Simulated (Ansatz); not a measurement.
# Trial structures of GaTe3O2: starts and ends

Computed with Ansatz 0.2.0, DFT PBE, scalar-relativistic, plane waves, PAW. Settings: cutoff 420 eV, Γ-centred meshes spaced at most about 0.3 Å⁻¹, and about 0.25 Å⁻¹ or finer for metals (2π included), Gaussian smearing. No spin polarisation in the final relaxations.

Each guess was relaxed in cell and atoms at zero pressure, within the symmetry of its start. Temperature and zero-point effects are left out. Coordination counts O or Te atoms around Ga (for each partner element, those within 1.25 times its shortest distance or 1.15 times the sum of covalent radii, where it is the nearest in units of that sum or under 1.3; the shortest distance is added where it exceeds 1.18 times the sum of covalent radii).

```csv
guess,made from,start group,V start (Å³/atom),end group,V end (Å³/atom),coordination at the end,gap on mesh (eV),E over the lowest end (meV/atom)
1,random cell,P4mm,28.8,?,?,?,?,?
2,MgSc3Ru2 type,P4/mmm,26.9,P4/mmm,22.1,Ga 2 from 2.6 Å,0,494
3,random cell,P6/mmm,28.0,P6/mmm,21.7,Ga 12 from 3.9 Å,0,669
4,random cell,R-3m,22.5,R-3m,19.0,Ga 6,0,0
5,Ti2CuSb3 type,P-4m2,23.7,P-4m2,24.7,Ga 4,0,414
```

Guess 1 as it starts:

```yaml
crystal:
  lattice:
    - [5.46429, 0.00000, 0.00000]
    - [0.00000, 5.46429, 0.00000]
    - [0.00000, 0.00000, 5.78598]
  atoms:
    - { symbol: Ga, position: [0.00000, 0.00000, 0.62646] }
    - { symbol: Te, position: [0.50000, 0.00000, 0.58458] }
    - { symbol: Te, position: [0.00000, 0.50000, 0.58458] }
    - { symbol: Te, position: [0.50000, 0.50000, 0.25801] }
    - { symbol: O, position: [0.50000, 0.00000, 0.24512] }
    - { symbol: O, position: [0.00000, 0.50000, 0.24512] }
```

Problem. Predict the end of this guess and its energy over the lowest end.

Solution. It ends in space group P4mm (No. 99), with a = 5.992 Å, c = 4.261 Å, 25.5 Å³/atom and no gap. It lies 0.36 eV/atom over the lowest end, above guess 4 and below guess 5. Counting O or Te atoms around Ga, this end has Ga 4 and the lowest (guess 4) has Ga 6.

```xyz
6
Lattice="5.9925 0.0000 0.0000 0.0000 5.9925 0.0000 0.0000 0.0000 4.2613" Properties=species:S:1:pos:R:3 pbc="T T T"
Ga    0.0000    0.0000    2.7297
Te    2.9962    0.0000    2.6819
Te    0.0000    2.9962    2.6819
Te    2.9962    2.9962    2.0433
O     2.9962    0.0000    0.3518
O     0.0000    2.9962    0.3518
```

The zero of energy is the elements' standard structures at the same level (O₂ as a molecule); no fitted shifts are applied.

Problem. Is the lowest end bound against the elements?

Solution. Yes: its formation energy is −0.52 eV/atom. It lies below the elements, which doesn't yet make it stable against other compounds or structures.

Weakly bound directions are ill-defined at this level, which has no dispersion term (R-3m, P-4m2), and this can change margins and order among such cells. Spin–orbit coupling, which can matter for Te, is left out. In R-3m, P4mm, P-4m2, P4/mmm, P6/mmm an odd number of electrons in the primitive cell allows no gap without spin; a larger cell or a magnetic state could open one. A magnetic state wasn't ruled out in cells without spin, among them R-3m, P4mm, P-4m2, P4/mmm, P6/mmm. The reference form of Te is held partly by dispersion forces, which this level lacks. Cells relaxed within their symmetry can be saddle points. A lower structure may well exist outside this small set. Some types were kept out of the candidates beforehand, so the set may lack a known form.
